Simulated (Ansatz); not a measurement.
ZrO in space group P-62m (No. 189; Zr on 1a, Zr on 2d, O on 3f) at seven volumes, PBEsol (plane waves, PAW; program Ansatz), shape and atoms relaxed at each. One row is withheld.

```csv
V (Å³/atom),P (GPa)
11.454,?
11.832,15.10
12.209,6.95
12.587,0.00
12.965,-5.93
13.342,-10.98
13.720,-15.28
```

**Question.** Fit the shown pressures and predict the withheld one.

**Answer.** Third-order Birch–Murnaghan: P = (3/2)B₀(x^(7/2) − x^(5/2))[1 + (3/4)(B′ − 4)(x − 1)] with x = (V₀/V)^(2/3). Least squares on the six rows gives V₀ = 12.587 Å³/atom, B₀ = 213.6 GPa, B′ = 4.33. At V = 11.454, x = 1.0649 and P = 24.73 GPa. The run itself gave 24.63 GPa.

The start of the workflow was typed in or built on a structure type; neither database checked (COD, Materials Project) lists it. COD files the formula under space group No. 225. Whether it is the stable phase at ambient conditions was not checked. Symmetry was held in the PBEsol relaxation; whether a distortion lowers the energy is not shown. No spin polarisation was allowed.

Potentials: the earlier of the program's two PAW sets. The files were generated under PBE; for other functionals the program regenerates the frozen cores, and for LDA and PBEsol the local potential too.
